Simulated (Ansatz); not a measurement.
WSeS:
```
WSeS
1.0
    3.23581     0.00000     0.00000
   -1.61791     2.80230     0.00000
    0.00000     0.00000    12.89662
W Se S
2 2 2
Direct
  0.33333   0.66667   0.25992
  0.66667   0.33333   0.74008
  0.33333   0.66667   0.87168
  0.66667   0.33333   0.12832
  0.66667   0.33333   0.37835
  0.33333   0.66667   0.62165
```

Relaxed with r²SCAN+D4. Special points in fractions of this cell's reciprocal vectors: Γ (0.000, 0.000, 0.000); M (0.500, 0.000, 0.000); K (0.333, 0.333, 0.000); A (0.000, 0.000, 0.500); L (0.500, 0.000, 0.500); H (0.333, 0.333, 0.500).

### Question
List the band energies nearest the valence-band maximum at these points for the program Ansatz at the r²SCAN+D4 level (PAW).

### Answer
In eV from the valence-band maximum; about four levels below and three above (degenerate sets whole), none deeper than 8.9 eV; points with the same levels are listed once.

```json
[
 {"k": "Γ", "below": "-2.00 -2.00 -1.78 -1.09 0.00", "above": "2.49 2.49 2.53 2.53"},
 {"k": "M", "below": "-1.86 -1.69 -1.67 -1.51", "above": "2.19 2.22 2.44"},
 {"k": "K", "below": "-3.00 -3.00 -0.72 -0.54", "above": "1.22 1.22 2.20"},
 {"k": "A", "below": "-2.02 -2.02 -2.01 -2.01 -0.59 -0.11", "above": "2.49 2.49 2.53 2.53"},
 {"k": "L", "below": "-1.79 -1.76 -1.63 -1.54", "above": "2.20 2.20 2.55"},
 {"k": "H", "below": "-3.11 -3.11 -0.67 -0.61", "above": "1.22 1.22 2.63"}
]
```

Space group P-3m1. The first step of the workflow began from a Materials Project structure, measured or hypothetical; the Crystallography Open Database copy checked does not list it. Whether it is the stable phase at ambient conditions was not checked. The r²SCAN+D4 relaxation kept the symmetry of its start; whether a distortion lowers the energy is not shown. No spin polarisation was allowed. Spin–orbit coupling is left out wherever it is not named.

Potentials: the later of the program's two PAW sets.
